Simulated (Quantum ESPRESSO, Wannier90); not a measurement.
BiBrO (P4/nmm): Wannier90 run

```
begin unit_cell_cart
ang
    3.9278300000    0.0000000000    0.0000000000
    0.0000000000    3.9278300000    0.0000000000
    0.0000000000    0.0000000000    8.3943200000
end unit_cell_cart
begin atoms_frac
Bi   0.0000000000  0.5000000000 -0.1485600000
Bi   0.5000000000  0.0000000000  0.1485600000
Br   0.5000000000  0.0000000000 -0.3347100000
Br   0.0000000000  0.5000000000  0.3347100000
O    0.0000000000  0.0000000000  0.0000000000
O    0.5000000000  0.5000000000  0.0000000000
end atoms_frac
```

Structure: Materials Project mp-23072, symmetrised, not relaxed again. COD (Crystallography Open Database) has an entry of this formula and space group (matched by these alone). Method: PBEsol plane waves in Quantum ESPRESSO 7.5 (PseudoDojo norm-conserving files, 68 Ry, spinors with spin-orbit coupling), Bloch states on a 4×4×4 mesh through Γ, Wannier90 4.0.1. Density: 8×8×4 mesh, Gaussian smearing 0.01 Ry.

Bands 25-28 form an isolated set from -13.69 to -12.96 eV relative to the valence-band maximum (on the path) and are turned into 4 Wannier functions by minimising the spread from the start: atomic waves Br 4s.

Centres (Cartesian, Å; one of the equivalent choices) and spreads:

```csv
n,x,y,z,spread (Å²),nearest atom
1,1.964,0.000,-2.723,1.162,Br3
2,1.964,0.000,-2.723,1.162,Br3
3,0.000,1.964,2.723,1.162,Br4
4,0.000,1.964,2.723,1.162,Br4
```

Ω_I = 4.64 Å², Ω_total = 4.65 Å²; the interpolated bands follow pw.x to 0.5 meV rms on the path. Only this start was tried; a symmetric start can stop on a saddle, and mixtures of these functions could lower the total by at most Ω_total − Ω_I.
